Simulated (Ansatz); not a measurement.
ZrIr3, first-principles data

ZrIr3:
```
ZrIr3
1.0
    3.91073     0.00000     0.00000
    0.00000     3.91073     0.00000
    0.00000     0.00000     3.91073
Zr Ir
1 3
Direct
  0.00000   0.00000   0.00000
  0.50000   0.50000   0.00000
  0.00000   0.50000   0.50000
  0.50000   0.00000   0.50000
```

Space group Pm-3m (No. 221), Cu3Au type; conventional cell a = 3.9107 Å, b = 3.9107 Å, c = 3.9107 Å, α = 90.00°, β = 90.00°, γ = 90.00°.

Method: LDA (plane waves, PAW; program Ansatz). Structure relaxed to zero pressure with the same functional. Other levels are named where they apply.

Cell and energy:

```
Property                                                      Result
-----------------------------------------------------  -------------
Volume per atom                                             14.95 Å³
Density                                                  18.54 g/cm³
Formation energy from the elements (no fitted shifts)  -0.75 eV/atom
```

Electronic structure:

```
Item                                                                        Result
------------------------------------  --------------------------------------------
Electronic character                                             metallic (no gap)
Density of states at the Fermi level  0.69 states/eV per atom (mean over ±0.08 eV)
```

Mechanics:

```
Quantity                                                                       Value
--------------------------------------------  --------------------------------------
Bulk modulus (Birch–Murnaghan fit)                                         3120 kbar
Pressure derivative B′                                                           4.7
Elastic constants (relaxed ions, GPa)                C11 = 463, C12 = 238, C44 = 228
Mechanical stability                          stable (all eigenvalues of C positive)
Hill bulk and shear moduli                                           313 and 172 GPa
Young's modulus                                                              436 GPa
Poisson's ratio                                                                 0.27
Debye temperature from the elastic constants                                   410 K
```

Phonons:

```
Quantity                                        Value
-----------------------------  ----------------------
Highest zone-centre frequency                26.7 meV
Zone-centre stability          no imaginary mode at Γ
```

The first step of the workflow began from a Materials Project structure, measured or hypothetical; the Crystallography Open Database files this formula in space group No. 221, but the cells were not matched. Its standing as an ambient phase is unchecked. The cell was relaxed with LDA under the symmetry of its start. No spin polarisation was allowed. As this level gives no gap, shear constants depend on the k-mesh and smearing (Fermi–Dirac, 0.1 eV here). As this level gives no gap, phonon frequencies hold no LO–TO term and depend on the k-mesh and smearing (Fermi–Dirac, 0.1 eV here). The references are the lowest solids computed at this level, not always the standard phases. Scalar-relativistic: spin–orbit coupling is off unless named, which matters more the heavier the elements.

Potentials: the later of the program's two PAW sets.
